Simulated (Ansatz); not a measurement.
Data:

BaTe:
```cif
data_BaTe
_chemical_formula_sum 'Ba1 Te1'
_space_group_name_H-M_alt 'P 1'
_space_group_IT_number 1
_cell_length_a 4.99536
_cell_length_b 4.99536
_cell_length_c 4.99536
_cell_angle_alpha 60.000
_cell_angle_beta 60.000
_cell_angle_gamma 60.000
loop_
_space_group_symop_operation_xyz
  'x, y, z'
loop_
_atom_site_label
_atom_site_type_symbol
_atom_site_fract_x
_atom_site_fract_y
_atom_site_fract_z
_atom_site_occupancy
Ba1 Ba 0.00000 0.00000 0.00000 1
Te1 Te 0.50000 0.50000 0.50000 1
```

This is the PBE-relaxed structure.

Question: All from DFT-PBE in the program Ansatz with PAW potentials, unless another level is named. Give the highest zone-centre frequency (without LO–TO term).

Answer: 88 cm⁻¹.

Question: Next, the Young's modulus?

Answer: 41.6 GPa.

Space group Fm-3m (rock salt). The cell was relaxed with PBE under the symmetry of its start; of distortions, only those at the zone centre were tested. Spin–orbit coupling is left out wherever it is not named.

Potentials: the later of the program's two PAW sets.
